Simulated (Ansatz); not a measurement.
NiGe2:
Space group Cmce (No. 64); a = 10.7495 Å, b = 5.7236 Å, c = 5.7144 Å, α = 90.00°, β = 90.00°, γ = 90.00°

| atom | site | symmetry | x | y | z |
|---|---|---|---|---|---|
| Ni | 8d | 2.. | 0.1156 | 0.0000 | 0.0000 |
| Ge | 8f | m.. | 0.0000 | 0.3449 | 0.1564 |
| Ge | 8e | .2. | 0.2500 | 0.2504 | 0.2500 |
(The calculation used a cell of 12 atoms; values per cell refer to that cell.)

Relaxed at zero pressure with PBEsol in the plane-wave PAW code Ansatz.

**Question.** The volume is raised by 6 % and shape and atoms relax at that volume. What pressure results, and how do the axes share the change?

**Answer.** -6.5 GPa; a 2.2 %, b 1.8 %, c 1.9 %; the energy rises by 19 meV/atom.

**Question.** Give the new structure.

**Answer.** 
Space group Cmce (No. 64); a = 10.985 Å, b = 5.829 Å, c = 5.820 Å, α = β = γ = 90.00°

```csv
atom,site,symmetry,x,y,z
Ni,8d,2..,0.1148,0.0000,0.0000
Ge,8f,m..,0.0000,0.3444,0.1573
Ge,8e,.2.,0.2500,0.2516,0.2500
```

The phase is kept; no other phase was compared at this pressure.

The workflow started from a Materials Project entry (that database holds measured and hypothetical structures alike); the Crystallography Open Database copy checked does not list it. Its standing as an ambient phase is unchecked. The PBEsol relaxation kept the symmetry of its start; its stability against distortions is not shown here. The run is not spin-polarised.

Potentials: the later of the program's two PAW sets.
